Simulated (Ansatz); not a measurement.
**Kick test of a cell of Mn₂SbN₃**

It was reached by relaxing an invented guess, and it needn't be the stable form of this composition.

The calculation used DFT PBE, scalar-relativistic, plane waves, PAW (Ansatz 0.2.0). Settings: cutoff 420 eV, Γ-centred mesh 6×6×6 on the computed 6-atom cell, Gaussian smearing of 0.10 eV; no spin polarisation.

The cell below (6 atoms, space group R-3m (No. 166)) is relaxed within its symmetry.

```
Mn Sb N
1.0
     2.82679    1.63205    3.08066
    -2.82679    1.63205    3.08066
     0.00000   -3.26409    3.08066
Mn Sb N
2 1 3
Cartesian
  0.0000 0.0000 7.2007
  0.0000 0.0000 2.0413
  0.0000 0.0000 4.6210
  0.0000 -1.6320 1.5403
  1.4134 0.8160 1.5403
  -1.4134 0.8160 1.5403
```

For the test a repeat of it with 12 atoms (edges 4.49, 4.49, 8.98 Å) was strained at random (σ = 1.5 % a component), the atoms were moved at random (σ = 0.10 Å), and all was relaxed again on a coarse 6×6×4 mesh (in the run’s order of axes) with 0.20 eV smearing, with no symmetry imposed.

These runs have no spin–orbit coupling, which can matter for Sb. Trial moments died out on the coarse mesh, so the last step has no spin; another magnetic start might hold.

Task: Does it come back?

Result: It doesn't return. The energy falls by 28 meV/atom on that mesh, the volume changes by 1.3 %, and the end has space group Cm (No. 8) at a loose tolerance. Relaxed again on an 8×8×8 mesh with 0.10 eV smearing, the new structure lies 30 meV/atom below the first (mesh in the axes of the run's cell; the cell below is made exact in the group named). Space group Cm (No. 8), monoclinic, a = 6.844 Å, b = 5.807 Å, c = 4.450 Å, β = 102.8°. Around Mn on its first site lie 3 N at 1.69–1.74 Å, 1 Sb at 2.61 Å and 1 Sb at 2.83 Å; around Mn on its second site lie 3 N at 1.70–1.73 Å, 1 Sb at 2.62 Å and 2 Sb at 3.14 Å; around Sb lie 2 N at 2.31 Å, 2 Mn at 2.61–2.62 Å and 1 Mn at 2.83 Å; N on a site of symmetry 1 has 2 Mn at 1.73–1.74 Å and 1 Sb at 2.31 Å; 1 more site not described.

```
Mn Sb N
1.0
     3.42179   -2.90333    0.00000
     3.42179    2.90333    0.00000
    -0.98480    0.00000    4.33956
Mn Sb N
2 1 3
Direct
  0.21681 0.21681 0.79253
  0.79211 0.79211 0.22706
  0.45040 0.45040 0.40188
  0.51108 0.02921 0.02964
  0.02921 0.51108 0.02964
  0.00097 0.00097 0.51875
```
